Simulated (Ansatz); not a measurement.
input.yaml

```yaml
crystal:
  lattice:
    - [4.1869, 0.0, 0.0]
    - [0.0, 4.1869, 0.0]
    - [0.0, 0.0, 4.1869]
  atoms:
    - { symbol: K, position: [0.5, 0.5, 0.5] }
    - { symbol: Mn, position: [0.0, 0.0, 0.0], spin: 4.56 }
    - { symbol: F, position: [0.5, 0.0, 0.0] }
    - { symbol: F, position: [0.0, 0.5, 0.0] }
    - { symbol: F, position: [0.0, 0.0, 0.5] }
basis:
  ecutwfc: 420
kpoints:
  mp_grid: { grid: [8, 8, 8] }
hamiltonian:
  xc: pbesol
scf:
  occupations: { method: gaussian, width: 0.02 }
output:
  forces: true
  stress: true
  eigenvalues: true
  populations: true
magnetization:
  spin_polarized: true
relax:
  adjacent_minimum: "off"
  f_tol: 0.005
  max_steps: 80
  cell: { stress_tol: 0.05 }
```

Launched with
```bash
ansatz run input.yaml --threads 1 --pin off --max-ram 2560MiB --backend cpu --events-out ev --progress --plain --runs-dir out
```

All numbers below come from Ansatz 0.2.0, DFT PBEsol, scalar-relativistic, plane waves, PAW.

From the run's log, abridged:

```
Pseudopotentials: kind: paw
Pseudopotential: K, paw, valence charge 9, recommended cutoff 420 eV (normal)
Pseudopotential: Mn, paw, valence charge 15, recommended cutoff 420 eV (normal)
Pseudopotential: F, paw, valence charge 7, recommended cutoff 420 eV (normal)
Functional definition: PBEsol
Crystal: 5 atoms, lattice volume = 73.397 Å³
Basis set: ecut = 420 eV, 1365 PW (Γ), exchange–correlation on 60×60×60 points (8 copies of the dense FFT grid, shifted against one another)
Bands: 30, of which v1, the nominal top of the filled ones, is band 23 counted from 1 (22 counted from 0)
Symmetry: 48 space group operations
Space group: Pm-3m (ITA 221), of the structure as read, at distance tolerance 4.2e-5 Å
Magnetic group: BNS 221.92 (UNI 1594), of the structure as read, at distance tolerance 4.2e-5 Å
k-points: 35 of 512
Initial density: superposition of atomic densities (chi_scale 0.1, normalization cell, long waves kept (reshape's long-wave potential 0.00 eV rms))
Starting moments: Σ|m| = 4.56 μB on 1 of 5 sites
Initial wavefunctions: pseudopotential atomic-orbital guess
Functional: x = pbesol(κ = 0.804, μ = 0.12345679), c = pbesol(β = 0.046)
SCF iter   1: F=—  HF=-7798.789045 eV  |F-HF|=—  |Δ(HF+E_count)|=         —  Δρ=1.52e-1 (↑1.37e-1 ↓1.52e-1) dr2=5.27e1  dr2_m=2.18e-1  M=4.536 μB ∫|m|=4.536 μB  β_m=0.30  ethr=3.10e-3  ⟨swp⟩=6.5  Hψ=9068  notcnv=0
Mixer restart at iter 1: flushing history
spin=Collinear: Kerker preconditioning applied to the charge; magnetization (m = ρ↑ − ρ↓) channel mixes plain (no charge-response kernel on spin).
SCF iter   2: F=—  HF=-7791.897603 eV  |F-HF|=—  |Δ(HF+E_count)|=    6.89e0  Δρ=5.82e-2 (↑5.82e-2 ↓3.51e-2) dr2=6.37e0  dr2_m=3.79e-1  M=5.000 μB ∫|m|=5.000 μB  β_m=0.36  ethr=3.10e-3  ⟨swp⟩=3.5  Hψ=5170  notcnv=0  defer=204
spin=Collinear: Resta preconditioning applied to the charge; magnetization (m = ρ↑ − ρ↓) channel mixes plain (no charge-response kernel on spin).
SCF iter   3: F=—  HF=-7790.565707 eV  |F-HF|=—  |Δ(HF+E_count)|=    1.33e0  Δρ=2.52e-2 (↑2.52e-2 ↓1.45e-2) dr2=1.24e0  dr2_m=8.27e-2  M=5.000 μB ∫|m|=5.001 μB  β_m=0.57  ethr=3.10e-3  ⟨swp⟩=3.5  Hψ=4758  notcnv=0  defer=196
SCF iter   4: F=—  HF=-7790.173622 eV  |F-HF|=—  |Δ(HF+E_count)|=   3.92e-1  Δρ=8.30e-3 (↑7.77e-3 ↓8.30e-3) dr2=1.03e-1  dr2_m=1.90e-3  M=5.000 μB ∫|m|=5.006 μB  β_m=0.70  ethr=2.76e-3  ⟨swp⟩=3.0  Hψ=4417  notcnv=0  defer=196
SCF iter   5: F=—  HF=-7790.206784 eV  |F-HF|=—  |Δ(HF+E_count)|=         —  Δρ=4.30e-3 (↑2.14e-3 ↓4.30e-3) dr2=1.98e-2  dr2_m=2.27e-3  M=5.000 μB ∫|m|=5.006 μB  β_m=0.70  ethr=2.29e-4  ⟨swp⟩=3.0  Hψ=4352  notcnv=0  defer=181
Mixer restart at iter 5: flushing history
SCF iter   6: F=—  HF=-7790.208742 eV  |F-HF|=—  |Δ(HF+E_count)|=   1.96e-3  Δρ=1.87e-3 (↑1.87e-3 ↓1.49e-3) dr2=4.39e-3  dr2_m=4.43e-4  M=5.000 μB ∫|m|=5.005 μB  β_m=0.74  ethr=4.40e-5  ⟨swp⟩=2.4  Hψ=3795  notcnv=0  defer=181
SCF iter   7: F=—  HF=-7790.208934 eV  |F-HF|=—  |Δ(HF+E_count)|=   1.92e-4  Δρ=1.15e-3 (↑7.20e-4 ↓1.15e-3) dr2=2.02e-3  dr2_m=5.30e-5  M=5.000 μB ∫|m|=5.005 μB  β_m=0.75  ethr=9.76e-6  ⟨swp⟩=2.1  Hψ=3657  notcnv=0  defer=181
SCF iter   8: F=—  HF=-7790.208962 eV  |F-HF|=—  |Δ(HF+E_count)|=   2.82e-5  Δρ=2.24e-4 (↑2.24e-4 ↓1.77e-4) dr2=9.60e-5  dr2_m=1.06e-6  M=5.000 μB ∫|m|=5.005 μB  β_m=0.87  ethr=4.50e-6  ⟨swp⟩=2.2  Hψ=3342  notcnv=0  defer=181
SCF iter   9: F=—  HF=-7790.208979 eV  |F-HF|=—  |Δ(HF+E_count)|=   1.76e-5  Δρ=1.82e-4 (↑1.82e-4 ↓5.48e-5) dr2=1.60e-5  dr2_m=5.34e-6  M=5.000 μB ∫|m|=5.004 μB  β_m=0.76  ethr=2.13e-7  ⟨swp⟩=2.0  Hψ=4088  notcnv=0  defer=181
SCF iter  10: F=—  HF=-7790.208969 eV  |F-HF|=—  |Δ(HF+E_count)|=   1.08e-5  Δρ=3.24e-5 (↑3.24e-5 ↓1.19e-5) dr2=5.05e-7  dr2_m=1.20e-7  M=5.000 μB ∫|m|=5.005 μB  β_m=0.88  ethr=3.55e-8  ⟨swp⟩=2.1  Hψ=3923  notcnv=0  defer=181
SCF iter  11: F=—  HF=-7790.208969 eV  |F-HF|=—  |Δ(HF+E_count)|=   6.12e-7  Δρ=3.24e-6 (↑3.24e-6 ↓2.02e-6) dr2=9.38e-9  dr2_m=2.30e-9  M=5.000 μB ∫|m|=5.005 μB  β_m=0.93  ethr=1.12e-9  ⟨swp⟩=2.0  Hψ=3631  notcnv=0  defer=181
SCF iter  12: F=-7790.208969 eV  HF=-7790.208969 eV  |F-HF|=1.24e-9  |Δ(HF+E_count)|=   2.18e-8  Δρ=6.98e-7 (↑6.13e-7 ↓6.98e-7) dr2=6.24e-10  dr2_m=5.85e-11  M=5.000 μB ∫|m|=5.005 μB  ethr=2.08e-11  ⟨swp⟩=7.4  Hψ=8863  notcnv=0
SCF 1 converged in 12 iterations: F = -7790.208969 eV  dr2 = 6.24e-10
relax step   1: F+E_penalty+E_count = -7790.20896917 eV  Δ(F+E_penalty+E_count) = +0.000e0 eV  max|allowed force component| = 1.707e-29 eV/Å  Δτ_max = 0.0000 Å  P = -0.307 GPa  Ω = 73.397 Å³  (12 SCF iters, dr2 threshold 1.00e-7 eV, accepted)
Crystal: 5 atoms, lattice volume = 73.190 Å³
Initial density: handed on by an earlier stage of this run
Starting moments: Σ|m| = 4.56 μB on 1 of 5 sites; this step starts from the density that it was given
Initial wavefunctions: those handed on with the density
SCF iter   1: F=—  HF=-7790.209898 eV  |F-HF|=—  |Δ(HF+E_count)|=         —  Δρ=2.33e-4 (↑2.33e-4 ↓1.42e-4) dr2=1.11e-4  dr2_m=4.76e-6  M=5.000 μB ∫|m|=5.004 μB  β_m=0.65  ethr=2.39e-7  ⟨swp⟩=2.3  Hψ=9055  notcnv=0
spin=Collinear: Resta preconditioning applied to the charge; magnetization (m = ρ↑ − ρ↓) channel mixes plain (no charge-response kernel on spin).
SCF iter   2: F=—  HF=-7790.209925 eV  |F-HF|=—  |Δ(HF+E_count)|=   2.66e-5  Δρ=1.47e-4 (↑1.47e-4 ↓8.23e-5) dr2=1.39e-5  dr2_m=2.20e-6  M=5.000 μB ∫|m|=5.004 μB  β_m=0.44  ethr=2.39e-7  ⟨swp⟩=2.0  Hψ=3837  notcnv=0
SCF iter   3: F=—  HF=-7790.209920 eV  |F-HF|=—  |Δ(HF+E_count)|=   4.78e-6  Δρ=5.76e-5 (↑5.76e-5 ↓4.89e-5) dr2=6.92e-6  dr2_m=5.47e-7  M=5.000 μB ∫|m|=5.004 μB  β_m=0.72  ethr=3.10e-8  ⟨swp⟩=2.2  Hψ=3271  notcnv=0
SCF iter   4: F=—  HF=-7790.209922 eV  |F-HF|=—  |Δ(HF+E_count)|=   1.53e-6  Δρ=2.64e-5 (↑2.64e-5 ↓1.70e-5) dr2=7.75e-7  dr2_m=3.36e-8  M=5.000 μB ∫|m|=5.004 μB  β_m=0.71  ethr=1.54e-8  ⟨swp⟩=2.1  Hψ=2865  notcnv=0
SCF iter   5: F=-7790.209922 eV  HF=-7790.209922 eV  |F-HF|=2.00e-8  |Δ(HF+E_count)|=   1.69e-7  Δρ=8.11e-6 (↑8.11e-6 ↓4.58e-6) dr2=6.98e-8  dr2_m=3.19e-9  M=5.000 μB ∫|m|=5.005 μB  ethr=5.23e-10  ⟨swp⟩=2.4  Hψ=7111  notcnv=0
SCF 2 converged in 5 iterations: F = -7790.209922 eV  dr2 = 6.98e-8
relax step   2: F+E_penalty+E_count = -7790.20992158 eV  Δ(F+E_penalty+E_count) = -9.524e-4 eV  max|allowed force component| = 3.017e-30 eV/Å  Δτ_max = 0.0000 Å  P = -0.095 GPa  Ω = 73.190 Å³  energy of the carried Pulay correction = +6.933e-4 eV  (5 SCF iters, dr2 threshold 2.35e-7 eV, accepted)
Crystal: 5 atoms, lattice volume = 73.098 Å³
SCF iter   1: F=—  HF=-7790.210254 eV  |F-HF|=—  |Δ(HF+E_count)|=         —  Δρ=9.84e-5 (↑9.84e-5 ↓6.32e-5) dr2=2.14e-5  dr2_m=8.43e-7  M=5.000 μB ∫|m|=5.004 μB  β_m=0.65  ethr=4.58e-8  ⟨swp⟩=2.3  Hψ=9059  notcnv=0
spin=Collinear: Resta preconditioning applied to the charge; magnetization (m = ρ↑ − ρ↓) channel mixes plain (no charge-response kernel on spin).
SCF iter   2: F=—  HF=-7790.210259 eV  |F-HF|=—  |Δ(HF+E_count)|=   4.63e-6  Δρ=6.52e-5 (↑6.52e-5 ↓3.63e-5) dr2=2.94e-6  dr2_m=4.17e-7  M=5.000 μB ∫|m|=5.004 μB  β_m=0.44  ethr=4.58e-8  ⟨swp⟩=2.0  Hψ=3524  notcnv=0
SCF iter   3: F=—  HF=-7790.210258 eV  |F-HF|=—  |Δ(HF+E_count)|=   9.47e-7  Δρ=2.59e-5 (↑2.59e-5 ↓2.13e-5) dr2=1.43e-6  dr2_m=1.05e-7  M=5.000 μB ∫|m|=5.004 μB  β_m=0.72  ethr=6.53e-9  ⟨swp⟩=2.3  Hψ=3348  notcnv=0
SCF iter   4: F=—  HF=-7790.210258 eV  |F-HF|=—  |Δ(HF+E_count)|=   1.94e-7  Δρ=1.12e-5 (↑1.12e-5 ↓7.29e-6) dr2=1.52e-7  dr2_m=5.57e-9  M=5.000 μB ∫|m|=5.004 μB  β_m=0.72  ethr=3.18e-9  ⟨swp⟩=2.1  Hψ=2754  notcnv=0
SCF iter   5: F=-7790.210258 eV  HF=-7790.210258 eV  |F-HF|=3.31e-9  |Δ(HF+E_count)|=   2.91e-8  Δρ=3.38e-6 (↑3.38e-6 ↓2.11e-6) dr2=1.39e-8  dr2_m=4.38e-10  M=5.000 μB ∫|m|=5.005 μB  ethr=5.00e-11  ⟨swp⟩=2.5  Hψ=7197  notcnv=0
SCF 3 converged in 5 iterations: F = -7790.210258 eV  dr2 = 1.39e-8
relax step   3: F+E_penalty+E_count = -7790.21025822 eV  Δ(F+E_penalty+E_count) = -3.366e-4 eV  max|allowed force component| = 6.563e-29 eV/Å  Δτ_max = 0.0000 Å  P = +0.001 GPa  Ω = 73.098 Å³  energy of the carried Pulay correction = +1.003e-3 eV  (5 SCF iters, dr2 threshold 2.25e-8 eV, accepted)
Initial wavefunctions: pseudopotential atomic-orbital guess (no wavefunctions were taken with the density)
SCF iter   1: F=—  HF=-7790.209263 eV  |F-HF|=—  |Δ(HF+E_count)|=         —  Δρ=2.23e-5 (↑2.23e-5 ↓2.12e-5) dr2=2.15e-7  dr2_m=3.59e-9  M=5.000 μB ∫|m|=5.004 μB  β_m=0.65  ethr=2.03e-7  ⟨swp⟩=3.0  Hψ=14234  notcnv=0
spin=Collinear: Resta preconditioning applied to the charge; magnetization (m = ρ↑ − ρ↓) channel mixes plain (no charge-response kernel on spin).
SCF iter   2: F=—  HF=-7790.209262 eV  |F-HF|=—  |Δ(HF+E_count)|=   9.67e-7  Δρ=7.91e-6 (↑7.56e-6 ↓7.91e-6) dr2=8.03e-8  dr2_m=3.75e-10  M=5.000 μB ∫|m|=5.004 μB  β_m=0.50  ethr=4.78e-10  ⟨swp⟩=2.0  Hψ=3602  notcnv=0
SCF iter   3: F=—  HF=-7790.209262 eV  |F-HF|=—  |Δ(HF+E_count)|=  2.68e-10  Δρ=4.08e-6 (↑4.08e-6 ↓3.98e-6) dr2=8.17e-9  dr2_m=9.58e-11  M=5.000 μB ∫|m|=5.004 μB  β_m=0.60  ethr=1.78e-10  ⟨swp⟩=2.0  Hψ=2724  notcnv=0
SCF iter   4: F=—  HF=-7790.209262 eV  |F-HF|=—  |Δ(HF+E_count)|=   7.31e-9  Δρ=1.22e-6 (↑1.22e-6 ↓1.14e-6) dr2=1.08e-9  dr2_m=3.95e-11  M=5.000 μB ∫|m|=5.004 μB  β_m=0.64  ethr=1.81e-11  ⟨swp⟩=2.0  Hψ=3327  notcnv=0
SCF iter   5: F=—  HF=-7790.209262 eV  |F-HF|=—  |Δ(HF+E_count)|=   1.29e-9  Δρ=2.82e-7 (↑2.03e-7 ↓2.82e-7) dr2=2.24e-10  dr2_m=5.21e-12  M=5.000 μB ∫|m|=5.004 μB  β_m=0.82  ethr=2.40e-12  ⟨swp⟩=2.5  Hψ=3569  notcnv=0
SCF iter   6: F=—  HF=-7790.209262 eV  |F-HF|=—  |Δ(HF+E_count)|=  9.46e-11  Δρ=1.36e-7 (↑1.36e-7 ↓7.54e-8) dr2=1.82e-11  dr2_m=1.13e-12  M=5.000 μB ∫|m|=5.004 μB  β_m=0.86  ethr=1.00e-12  ⟨swp⟩=2.2  Hψ=3133  notcnv=0
SCF iter   7: F=-7790.209262 eV  HF=-7790.209262 eV  |F-HF|=1.82e-12  |Δ(HF+E_count)|=  1.00e-11  Δρ=4.99e-8 (↑2.01e-8 ↓4.99e-8) dr2=2.79e-12  dr2_m=2.54e-13  M=5.000 μB ∫|m|=5.004 μB  ethr=1.00e-12  ⟨swp⟩=2.2  Hψ=6081  notcnv=0
SCF 4 converged in 7 iterations: F = -7790.209262 eV  dr2 = 2.79e-12
SCF converged after 7 iterations
Magnetization: 5.0000 μB (25.0000 up, 20.0000 down)
Absolute magnetization: 5.0045 μB (∫|ρ↑−ρ↓|, with the PAW one-centre terms)
Spin contamination: 0.0035 ħ² per cell (⟨S²⟩ above its minimum at these occupations)
Per-site moments (μB) at R_I (Å): [(0.00064512, 1.21958204), (4.14104879, 0.86237473), (0.07919716, 0.86237473), (0.07919716, 0.86237473), (0.07919716, 0.86237473)]
Free energy (F): -7790.209262 eV
Harris-Foulkes:  -7790.209262 eV  (|F-HF|=1.82e-12)
Internal energy: -7790.209262 eV  (E = F + TS)
E sigma→0 (E₀):  -7790.209262 eV
Fermi energy:    8.037483 eV
--- Per-component energies (eV) ---
  E_band       = -519.495121
  E_kinetic    = 1171.054138
  E_local      = -4941.976399  (includes V_loc(G=0)·N_el)
  E_nonlocal   = 493.210329
  E_hartree    = 1952.392483
  E_xc         = -478.908998
  E_vxc        = -608.532730  (∫ρ·V_xc dr)
  E_paw        = -2622.206486  (= ΣΔE_a)
  E_vpaw       = -538.041517  (= ΣTr[D̂ρ^β])
  E_aug_tail   = 0.006047  (compensation charges beyond the density's cutoff)
  E_ewald      = -3364.185240
  E_core_change = 0.404863  (= ΣΔE_core)
  E_smearing   =  0.000000  (= −TS)
--- Forces (eV/Å), atoms counted from 1 ---
  atom   1  K      0.00000000     0.00000000     0.00000000
  atom   2  Mn     0.00000000     0.00000000     0.00000000
  atom   3  F      0.00000000     0.00000000     0.00000000
  atom   4  F      0.00000000     0.00000000     0.00000000
  atom   5  F      0.00000000     0.00000000     0.00000000
--- Stress (GPa, compression-positive) ---
       -0.026872       0.000000       0.000000
        0.000000      -0.026872       0.000000
        0.000000       0.000000      -0.026872
  P = ⅓ Tr σ = -0.0269 GPa (-0.269 kbar)
--- Band table (eV; the first three rows and the last of 70) ---
  k-point 0 ↑: bands = ["-73.7785", "-42.6858", "-42.6858", "-42.6858", "-23.1084", "-17.1830", "-16.7430", "-16.7430", "-6.6539", "-6.6539", "-6.6539", "0.3666", "0.3666", "0.3666", "1.9975", "1.9975", "1.9975", "2.1629", "2.1629", "2.1629", "4.6998", "4.6998", "4.6998", "5.3798", "5.3798", "8.5642", "12.4636", "12.4636", "14.7894", "14.7894"]
  k-point 1 ↑: bands = ["-73.7785", "-42.6862", "-42.6858", "-42.6858", "-23.1065", "-17.1670", "-16.7495", "-16.7424", "-6.6558", "-6.6496", "-6.6496", "0.2574", "0.3817", "0.3817", "1.9304", "1.9304", "1.9693", "1.9741", "2.1261", "2.1261", "4.7025", "4.7991", "4.7991", "5.3807", "5.5908", "8.8303", "12.5785", "12.5809", "14.7641", "14.7641"]
  k-point 2 ↑: bands = ["-73.7785", "-42.6871", "-42.6857", "-42.6857", "-23.1018", "-17.1270", "-16.7662", "-16.7406", "-6.6603", "-6.6392", "-6.6392", "-0.0095", "0.4243", "0.4243", "1.6281", "1.7426", "1.7426", "1.9050", "2.0778", "2.0778", "4.7092", "5.0202", "5.0202", "5.3828", "5.9832", "9.5684", "12.7557", "12.8660", "14.7049", "14.7049"]
  k-point 34 ↓: bands = ["-68.7983", "-37.8024", "-37.8024", "-37.8024", "-23.0779", "-16.6337", "-16.6337", "-16.6337", "-6.7699", "-6.7699", "-6.7699", "-0.6572", "0.8376", "0.8376", "1.0153", "1.0153", "1.0153", "2.6411", "2.6411", "2.6411", "9.8385", "9.8385", "9.8385", "11.4366", "11.4366", "12.6746", "12.6746", "12.6746", "15.3051", "16.0267"]
--- Relaxed structure (3 steps of the walk, 3 accepted, 1 SCFs on fresh bases) ---
  F+E_penalty+E_count = -7790.20926221 eV   max|allowed force component| = 3.723e-29 eV/Å   (the final SCF, on the basis selected at the relaxed cell)
  cell:  # Å, volume = 73.0981 Å³
    - [4.18121083, 0.0, 0.0]
    - [0.0, 4.18121083, 0.0]
    - [0.0, 0.0, 4.18121083]
  atoms:
    - { symbol: K, position: [0.49999999, 0.49999999, 0.49999999] }
    - { symbol: Mn, position: [0.0, 0.0, 0.0] }
    - { symbol: F, position: [0.49999999, 0.0, 0.0] }
    - { symbol: F, position: [0.0, 0.49999999, 0.0] }
    - { symbol: F, position: [0.0, 0.0, 0.49999999] }
--- Löwdin populations: 5 sites ---
  site symbol q [e]    m [muB]
     0      K      8.1830     0.0026
     1     Mn     13.6469     4.6957
     2      F      7.6675     0.0932
     3      F      7.6675     0.0932
     4      F      7.6675     0.0932
  spilling = 0.003722 (of n_electrons = 45.000000)
```

The relaxation met its thresholds.

The run took 36 s on 1 thread of Arm Neoverse V2 (shared host), peak memory 0.43 GiB.

The cell holds one magnetic atom, so it can only be ferromagnetic; an antiferromagnetic order may lie lower.